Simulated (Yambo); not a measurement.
MgS2 (space group C2/m, No. 12): a test of whether the lowest BSE state is resolved, against the k mesh (Yambo, LDA bands; otherwise 5 valence and 7 conduction bands, static screening with 33 bands and a 4 Ry block, scissor 1.50 eV, Tamm-Dancoff).

| k mesh | direct gap (eV) | lowest state (eV) | difference (eV) | k points taking part | rough cost |
|---|---|---|---|---|---|
| 2×2×2 | 2.38 | 2.14 | 0.25 | 1.3 | about 1/20 |
| 4×4×2 | 2.38 | 2.11 | 0.28 | 1.1 | about 1/8 |
| 4×4×4 | 2.38 | 2.10 | 0.28 | 1.1 | about 1/4 |
| 6×6×4 | 2.38 | 2.13 | 0.25 | 1.1 | 1 |

The last step moves the difference by 0.02 eV. Even the densest mesh doesn't resolve the state: none of these energies is a result, and the difference is no binding energy.

These are vertical excitations (zero momentum). The scissor comes from a G0W0 run whose convergence isn't established; costs are rough.

Geometry relaxed with LDA; primitive cell a = 3.9058 Å, b = 3.9058 Å, c = 5.0325 Å, α = 112.80°, β = 112.80°, γ = 59.15°.

The structure is a Materials Project entry; no match was found in the copy of COD used, and its stability was not checked.
